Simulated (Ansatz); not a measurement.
MgS (rock salt, Fm-3m), r²SCAN in the plane-wave PAW code Ansatz. The conduction-band minimum lies at X, with 3 equivalent valleys. Second derivatives d²E/dk² of the lowest band at one valley (eV·Å²), along Cartesian directions:

| direction | d²E/dk² |
|---|---|
| [100] | 14.54 |
| [010] | 25.12 |
| [001] | 25.12 |
| [110] | 19.83 |
| [101] | 19.83 |
| [011] | 25.09 |

Q: Find the principal effective masses, the density-of-states mass and the conductivity mass.

A: Off-diagonal terms follow from H_xy = H[110] − (H_xx + H_yy)/2, and m*/mₑ = 7.620 eV·Å² over each eigenvalue: 0.30, 0.30, 0.52. One valley's DOS mass (m₁m₂m₃)^(1/3) = 0.36, conductivity mass 3/(Σ 1/mᵢ) = 0.35 mₑ.

Q: What effective density of states Nc follows at 300 K for parabolic valleys?

A: Nc = 2.509e19 × 3 × (0.36)^(3/2) ≈ 1.6e19 cm⁻³.

Q: With the computed static dielectric constant 14.5 (mean of the diagonal), estimate a hydrogenic donor's binding energy and radius.

A: E = 13.606 eV × 0.35/14.5² ≈ 23 meV; a = 0.529 Å × ε/m* ≈ 22 Å. Semilocal masses tend to be too small where the gap is.

Q: With ε∞ = 4.90 and ω_LO = 407 cm⁻¹, what Fröhlich coupling constant follows?

A: α = (1/ε∞ − 1/ε0) √(m* × 13.606 eV/ħω_LO) = 1.3.

The cell was relaxed with r²SCAN under the symmetry of its start; phonons on a q-mesh show no instability.

Potentials: the later of the program's two PAW sets.
